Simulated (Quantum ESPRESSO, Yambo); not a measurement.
Cs₂PtBr₆ (space group Fm-3m, No. 225): one geometry, one set of norm-conserving PBEsol (Quantum ESPRESSO, 84 Ry, no spin-orbit coupling) orbitals, self-energies from Yambo (2×2×2 Γ-centred k mesh, bands 5 to 324 and a 6 Ry block in the screening, 324 bands in G with the Bruneval-Gonze terminator, plasmon pole fitted at 27.2 eV).

| level | gap Γ → X (eV) | direct gap at X (eV) |
|---|---|---|
| PBEsol (Quantum ESPRESSO) | 1.29 | 1.31 |
| exchange only (Hartree-Fock self-energy on PBEsol orbitals) | 8.45 | 8.47 |
| static COHSEX@PBEsol | ___ | ___ |
| G0W0@PBEsol, plasmon pole | ___ | ___ |

**Question.** Fill in the missing entries.

**Answer.** 
- static COHSEX@PBEsol, gap Γ → X (eV): 4.21
- static COHSEX@PBEsol, direct gap at X (eV): 4.22
- G0W0@PBEsol, plasmon pole, gap Γ → X (eV): 3.41
- G0W0@PBEsol, plasmon pole, direct gap at X (eV): 3.43

Bare exchange has no screening and gives the widest gap; static COHSEX screens it but leaves out the frequency dependence, which G0W0 restores.

Nearest settings tried, and what they do to the gap: 210 bands in G: -3 meV; 3 Ry block (181 vectors against 537): -151 meV. Not varied: bands in W, mesh. So the settings aren't converged at that level. The k mesh is coarse.

Geometry of the Materials Project entry, not relaxed at this level; primitive cell a = 7.648 Å, b = 7.648 Å, c = 7.648 Å, α = 60.00°, β = 60.00°, γ = 60.00°.

The structure is a Materials Project entry; no match was found in the copy of COD used, and its stability was not checked.
